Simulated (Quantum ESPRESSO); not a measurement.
## In2Al2W3Ag (input and log of a self-consistent run)

Simulated, not a measurement. The program is pw.x of Quantum ESPRESSO 7.5 (plane-wave density functional theory). The cell is made up: eight metal atoms on a hexagonal close-packed lattice, with elements, volume, strain and displacements drawn at random and not relaxed, so it may be unstable or far from any real phase. PseudoDojo standard norm-conserving files set the functional (PBE unless stated); there is no spin polarisation or spin-orbit coupling, the Fermi-Dirac width of 0.25 eV means electrons at about 2900 K, and the masses in the input are unused placeholders. Heavy elements are run without spin-orbit coupling, which real alloys of them have. A spin test at this wide smearing found no moment, but such smearing suppresses magnetism that the real alloy may have.

Input:

```
&control calculation='scf', pseudo_dir='./dojo.nc.sr.pbe.v0_5.standard.upf', outdir='./o', disk_io='minimal', tprnfor=.true., tstress=.true. /
&system ibrav=0, nat=8, ntyp=4, nbnd=59, ecutwfc=82.02448710, nosym=.true., tot_charge=0,
 occupations='smearing', smearing='fd', degauss=0.0183746611
/
&electrons conv_thr=1.470e-08, electron_maxstep=70, mixing_beta=0.5 /
ATOMIC_SPECIES
Ag 1.0 Ag.upf
Al 1.0 Al.upf
In 1.0 In.upf
W 1.0 W.upf
CELL_PARAMETERS angstrom
2.9484 -0.0048 0.0113
-0.0083 5.0043 -0.0342
0.0355 -0.0621 9.2292
ATOMIC_POSITIONS angstrom
In -0.0255 0.0016 -0.0342
Al -0.062 0.0343 4.5755
W 0.0336 1.636 2.2745
W -0.153 1.5498 6.8604
In 1.5101 2.5354 -0.1037
Ag 1.447 2.437 4.634
W 1.4671 4.1582 2.2215
Al 1.5843 4.1612 6.8647
K_POINTS automatic
8 5 3 1 1 1
```

The log is shortened where brackets say so; the opening notice, blank lines, dates and the lines on written files are dropped, and the path of the files is cut. It prints rydbergs, bohrs and kilobars, and counts compression as positive stress. Its total energy is the free energy E - TS of the whole cell.

```
     Program PWSCF v.7.5
     Parallel version (MPI & OpenMP), running on       4 processor cores
     Number of MPI processes:                 4
     Threads/MPI process:                     1
     [start-up lines left out]
     bravais-lattice index     =            0
     lattice parameter (alat)  =       5.5717  a.u.
     unit-cell volume          =     918.8887 (a.u.)^3
     number of atoms/cell      =            8
     number of atomic types    =            4
     number of electrons       =        93.00
     number of Kohn-Sham states=           59
     kinetic-energy cutoff     =      82.0245  Ry
     charge density cutoff     =     328.0979  Ry
     scf convergence threshold =      1.5E-08
     mixing beta               =       0.5000
     number of iterations used =            8  plain     mixing
     Exchange-correlation= PBE
                           (   1   4   3   4   0   0   0)
     [axes and pseudopotential details left out]
   Cartesian axes
     site n.     atom                  positions (alat units)
         1        In     tau(   1) = (  -0.0086487   0.0005427  -0.0115994  )
         2        Al     tau(   2) = (  -0.0210282   0.0116333   1.5518452  )
         3        W      tau(   3) = (   0.0113959   0.5548724   0.7714287  )
         4        W      tau(   4) = (  -0.0518921   0.5256365   2.3268012  )
         5        In     tau(   5) = (   0.5121717   0.8599166  -0.0351713  )
         6        Ag     tau(   6) = (   0.4907704   0.8265428   1.5716863  )
         7        W      tau(   7) = (   0.4975876   1.4103120   0.7534530  )
         8        Al     tau(   8) = (   0.5373376   1.4113295   2.3282596  )
     number of k points=    60  Fermi-Dirac smearing, width (Ry)=  0.0184
                       cart. coord. in units 2pi/alat
        k(    1) = (   0.0623925   0.0593863   0.0534041), wk =   0.0333333
        k(    2) = (   0.0632065   0.0579320  -0.1595869), wk =   0.0333333
     [further k points left out]
     Dense  grid:    92217 G-vectors     FFT dimensions: (  36,  60, 108)
     Estimated max dynamical RAM per process >     317.83 MB
     Estimated total dynamical RAM >       1.18 GB
     Initial potential from superposition of free atoms
     starting charge      92.9853, renormalised to      93.0000
     Starting wfcs are   66 randomized atomic wfcs
     total cpu time spent up to now is        3.9 secs
     per-process dynamical memory:   255.8 Mb
     Self-consistent Calculation
     iteration #  1     ecut=    82.02 Ry     beta= 0.50
     Davidson diagonalization with overlap
     ethr =  1.00E-02,  avg # of iterations =  3.5
     total cpu time spent up to now is       11.8 secs
     total energy              =   -1039.28632703 Ry
     estimated scf accuracy    <       1.30180707 Ry
     iteration #  2     ecut=    82.02 Ry     beta= 0.50
     Davidson diagonalization with overlap
     ethr =  1.40E-03,  avg # of iterations =  4.3
     total cpu time spent up to now is       20.3 secs
     total energy              =   -1039.41818102 Ry
     estimated scf accuracy    <       4.40492245 Ry
     iteration #  3     ecut=    82.02 Ry     beta= 0.50
     Davidson diagonalization with overlap
     ethr =  1.40E-03,  avg # of iterations =  3.4
     total cpu time spent up to now is       28.0 secs
     total energy              =   -1039.67016390 Ry
     estimated scf accuracy    <       3.77496187 Ry
     iteration #  4     ecut=    82.02 Ry     beta= 0.50
     Davidson diagonalization with overlap
     ethr =  1.40E-03,  avg # of iterations =  2.0
     total cpu time spent up to now is       34.4 secs
     total energy              =   -1039.88983013 Ry
     estimated scf accuracy    <       1.52021999 Ry
     iteration #  5     ecut=    82.02 Ry     beta= 0.50
     Davidson diagonalization with overlap
     ethr =  1.40E-03,  avg # of iterations =  1.0
     total cpu time spent up to now is       40.4 secs
     total energy              =   -1039.97112901 Ry
     estimated scf accuracy    <       0.06952263 Ry
     [iterations 6 to 10 left out]
     iteration # 11     ecut=    82.02 Ry     beta= 0.50
     Davidson diagonalization with overlap
     ethr =  2.60E-07,  avg # of iterations =  2.0
     total cpu time spent up to now is       85.4 secs
     total energy              =   -1039.98483059 Ry
     estimated scf accuracy    <       0.00000239 Ry
     iteration # 12     ecut=    82.02 Ry     beta= 0.50
     Davidson diagonalization with overlap
     ethr =  2.57E-09,  avg # of iterations =  4.6
     total cpu time spent up to now is       94.6 secs
     total energy              =   -1039.98483181 Ry
     estimated scf accuracy    <       0.00000029 Ry
     iteration # 13     ecut=    82.02 Ry     beta= 0.50
     Davidson diagonalization with overlap
     ethr =  3.08E-10,  avg # of iterations =  2.5
     total cpu time spent up to now is      101.8 secs
     total energy              =   -1039.98483180 Ry
     estimated scf accuracy    <       0.00000013 Ry
     iteration # 14     ecut=    82.02 Ry     beta= 0.50
     Davidson diagonalization with overlap
     ethr =  1.44E-10,  avg # of iterations =  2.7
     total cpu time spent up to now is      109.0 secs
     total energy              =   -1039.98483175 Ry
     estimated scf accuracy    <       0.00000205 Ry
     iteration # 15     ecut=    82.02 Ry     beta= 0.50
     Davidson diagonalization with overlap
     ethr =  1.44E-10,  avg # of iterations =  2.0
     total cpu time spent up to now is      115.6 secs
     End of self-consistent calculation
     [lines on levels left out]
!    total energy              =   -1039.98483184 Ry
     estimated scf accuracy    <          4.4E-09 Ry
     smearing contrib. (-TS)   =      -0.07068902 Ry
     internal energy E=F+TS    =   -1039.91414282 Ry
     The total energy is F=E-TS. E is the sum of the following terms:
     one-electron contribution =    -366.60565181 Ry
     hartree contribution      =     240.41164859 Ry
     xc contribution           =    -230.40993226 Ry
     ewald contribution        =    -683.31020734 Ry
     convergence has been achieved in  15 iterations
     Forces acting on atoms (cartesian axes, Ry/au):
     atom    1 type  3   force =     0.00796009    0.01505083    0.00178412
     atom    2 type  2   force =     0.00548477   -0.00740715   -0.02937632
     atom    3 type  4   force =    -0.00449694    0.01338945    0.01682954
     atom    4 type  4   force =     0.04087132   -0.01475973   -0.01211696
     atom    5 type  3   force =    -0.02005535   -0.01810608    0.02129007
     atom    6 type  1   force =    -0.00635198    0.02558021   -0.01472039
     atom    7 type  4   force =    -0.00627546   -0.00139455    0.06773134
     atom    8 type  2   force =    -0.01713645   -0.01235298   -0.05142140
     Total force =     0.116503     Total SCF correction =     0.000211
     Computing stress (Cartesian axis) and pressure
          total   stress  (Ry/bohr**3)                   (kbar)     P=       56.63
   0.00018091   0.00004536  -0.00005541           26.61        6.67       -8.15
   0.00004536   0.00018369  -0.00004843            6.67       27.02       -7.12
  -0.00005541  -0.00004843   0.00079026           -8.15       -7.12      116.25
     init_run     :      3.66s CPU      3.78s WALL (       1 calls)
     electrons    :    111.44s CPU    111.71s WALL (       1 calls)
     forces       :      1.43s CPU      1.44s WALL (       1 calls)
     stress       :      5.03s CPU      5.13s WALL (       1 calls)
     [timing details left out]
     PWSCF        :   2m 1.66s CPU   2m 2.17s WALL
     JOB DONE.
```

In other units: free energy -14149.714 eV for the cell, pressure 5.66 GPa, largest force component 1.741 eV/Å in size. The run took 124 s of wall time with four MPI processes on a shared machine (AMD EPYC, Zen 5, virtual cores), so the time is rough. A rerun of this cell at a higher cutoff and on a denser mesh moved values by no more than 0.006 eV in energy, 0.15 GPa in stress and 0.007 eV/Å in force, and a second program with other atomic files agreed on that cell to 2 % rms in force and 0.5 GPa in pressure.